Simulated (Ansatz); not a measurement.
B:
```
B
1.0
    2.44193     1.40985     4.16100
   -2.44193     1.40985     4.16100
    0.00000    -2.81969     4.16100
B
12
Direct
  0.01002   0.65421   0.01002
  0.98998   0.34579   0.98998
  0.01002   0.01002   0.65421
  0.98998   0.98998   0.34579
  0.65421   0.01002   0.01002
  0.34579   0.98998   0.98998
  0.22083   0.63126   0.22083
  0.77917   0.36874   0.77917
  0.22083   0.22083   0.63126
  0.77917   0.77917   0.36874
  0.63126   0.22083   0.22083
  0.36874   0.77917   0.77917
```

Relaxed with r²SCAN+D4.

Problem. Which orbitals make up the states near the band edges in DFT-r²SCAN+D4 in the program Ansatz with PAW potentials?

Solution. Top 1 eV of the valence band: B 2p 96 %. Bottom 1 eV of the conduction band: B 2p 80 %, B 2s 17 %. Projections are on Löwdin-orthogonalised atomic valence shells; empty p or d shells of many metals are not among them.

Problem. Tabulate the density of states.

Solution. States/eV per cell of 12 atoms, in 0.25 eV bins, energy from the valence-band maximum.

```
E (eV)  total  B 2p  B 2s
------  -----  ----  ----
-7.86    2.71  2.05  0.64
-7.61    2.12  1.61  0.50
-7.36    3.00  2.30  0.68
-7.11    2.85  2.22  0.61
-6.86    2.49  1.95  0.52
-6.61    2.62  2.08  0.52
-6.36    2.70  2.18  0.50
-6.11    2.80  2.32  0.47
-5.86    2.97  2.54  0.41
-5.61    3.63  3.25  0.36
-5.36    2.02  1.80  0.20
-5.11    1.17  1.05  0.12
-4.86    1.34  1.19  0.14
-4.61    2.27  2.01  0.25
-4.36    4.12  3.61  0.48
-4.11    5.75  5.16  0.56
-3.86    3.11  2.81  0.29
-3.61    4.21  3.74  0.44
-3.36    5.24  4.74  0.47
-3.11    2.88  2.61  0.26
-2.86    4.66  4.21  0.43
-2.61    4.42  4.00  0.41
-2.36    4.35  4.00  0.33
-2.11    5.82  5.40  0.40
-1.86    4.45  4.16  0.27
-1.61    2.40  2.20  0.19
-1.36    1.86  1.71  0.14
-1.11    1.57  1.46  0.10
-0.86    1.16  1.11  0.05
-0.61    0.28  0.28  0.00
-0.36    0.14  0.14  0.00
-0.11    0.02  0.02  0.00
0.14     0.00  0.00  0.00
0.39     0.00  0.00  0.00
0.64     0.00  0.00  0.00
0.89     0.00  0.00  0.00
1.14     0.00  0.00  0.00
1.39     0.00  0.00  0.00
1.64     0.72  0.56  0.13
1.89     3.16  2.49  0.57
2.14     2.06  1.66  0.33
2.39     1.33  1.09  0.20
2.64     1.11  0.90  0.17
2.89     1.14  0.85  0.24
3.14     2.78  2.04  0.63
3.39     3.96  2.88  0.94
3.64     2.92  2.24  0.57
3.89     2.25  1.77  0.39
4.14     2.77  2.09  0.56
4.39     2.91  2.18  0.59
4.64     2.19  1.63  0.44
4.89     2.33  1.72  0.48
5.14     2.65  1.82  0.70
5.39     3.64  2.49  0.95
5.64     3.62  2.53  0.86
5.89     2.96  2.14  0.61
6.14     3.27  2.32  0.70
6.39     2.55  1.81  0.53
```

Space group R-3m (α-B12). The cell was relaxed with r²SCAN+D4 under the symmetry of its start.

Potentials: the earlier of the program's two PAW sets.
